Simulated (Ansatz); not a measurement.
Here is the system:

Co3W:
```
Co3W
1.0
    3.55054     0.00000     0.00000
    0.00000     3.55054     0.00000
    0.00000     0.00000     3.55054
Co W
3 1
Direct
  0.50000   0.50000   0.00000
  0.00000   0.50000   0.50000
  0.50000   0.00000   0.50000
  0.00000   0.00000   0.00000
```
The run is spin-polarised; directions of the spins, atom by atom: 0 0 0 0.

This is the PBEsol-relaxed structure.

Task: All from PBEsol in the plane-wave PAW code Ansatz, unless another level is named. Give the density of states at the Fermi level.

Result: 0.72 states/eV per atom (mean over ±0.08 eV).

Task: Predict the formation energy from the elements (no fitted shifts).

Result: -0.097 eV/atom.

Space group Pm-3m (Cu3Au type). The first step of the workflow began from a Materials Project structure, measured or hypothetical; the Crystallography Open Database copy checked does not list it. COD files the formula under space group No. 194. Its standing as an ambient phase is unchecked. The PBEsol relaxation kept the symmetry of its start, as lowered by the spin order; its stability against distortions is not shown here. Magnetic state: ferrimagnetic, the only order run, not a proven ground state. The references are the lowest solids computed at this level, not always the standard phases. Spin–orbit coupling is left out wherever it is not named.

Potentials: the later of the program's two PAW sets.
